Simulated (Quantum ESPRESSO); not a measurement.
## AlIn2GaP4 (a curve over strain)

Simulated, not a measurement. The program is pw.x of Quantum ESPRESSO 7.5 (plane-wave density functional theory). The cell is made up: 8 atoms on a zincblende/diamond lattice, with randomly drawn elements, strain and displacements, not relaxed. PseudoDojo standard norm-conserving files (v0.5 for PBE, v0.4.1 for LDA and PBEsol) set the functional; there is no spin polarisation, spin-orbit coupling or dispersion term, and the masses in the input are unused placeholders.

Seven runs add a strain to one cell (shear xy, as the tensor component); the atoms follow the cell and are not relaxed. Stress in the table is positive in tension.

Input of the run at +0.0004:

```
&control calculation='scf', pseudo_dir='./dojo.nc.sr.pbe.v0_5.standard.upf', outdir='./o', disk_io='medium', tprnfor=.true., tstress=.true. /
&system ibrav=0, nat=8, ntyp=4, nbnd=37, ecutwfc=79.96652505, nosym=.true., tot_charge=0,
 occupations='smearing', smearing='fd', degauss=0.0018374661
/
&electrons conv_thr=7.350e-09, electron_maxstep=60, /
ATOMIC_SPECIES
Al 1.0 Al.upf
Ga 1.0 Ga.upf
In 1.0 In.upf
P 1.0 P.upf
CELL_PARAMETERS angstrom
5.8847 0.0164 0.0469
0.0164 5.8972 0.0208
0.0469 0.0208 5.903
ATOMIC_POSITIONS angstrom
Al -0.0561 -0.0311 0.0191
In 0.0049 2.9606 2.9768
In 3.0071 0.0224 2.9769
Ga 2.9173 2.9455 -0.011
P 1.4583 1.4698 1.4645
P 1.488 4.4432 4.479
P 4.4869 1.5077 4.4573
P 4.4063 4.3845 1.5289
K_POINTS automatic
4 4 4 1 1 1
```

```
added strain  free energy less that of the input shown (eV)  stress xx (GPa)  stress yy (GPa)  stress zz (GPa)  stress xy (GPa)  pressure (GPa)  iterations
     -0.0188                                         0.0431             3.98             4.01             4.11            -1.97           -4.04          11
     -0.0145                                         0.0248             4.03             4.06             4.15            -1.50           -4.08          11
     -0.0094                                         0.0096             4.08             4.11             4.18            -0.94           -4.12          11
     +0.0004                                         0.0000             4.10             4.14             4.19             0.14           -4.14          11
     +0.0078                                         0.0099             4.07             4.11             4.17             0.95           -4.12          11
     +0.0115                                         0.0205             4.05             4.08             4.16             1.35           -4.09          11
     +0.0184                                         0.0500             3.97             4.00             4.10             2.11           -4.02          11
```

A cubic fit gives a slope of stress xy against the added strain of 109 GPa at zero added strain, with the atoms clamped. Across the table the free energy follows the integral of the stress to within 0.1 meV. A rerun of one of the cells at 1377 eV and a 6 x 6 x 6 mesh moved values by no more than 0.008 eV in energy, 0.02 GPa in stress and 0.002 eV/Å in force.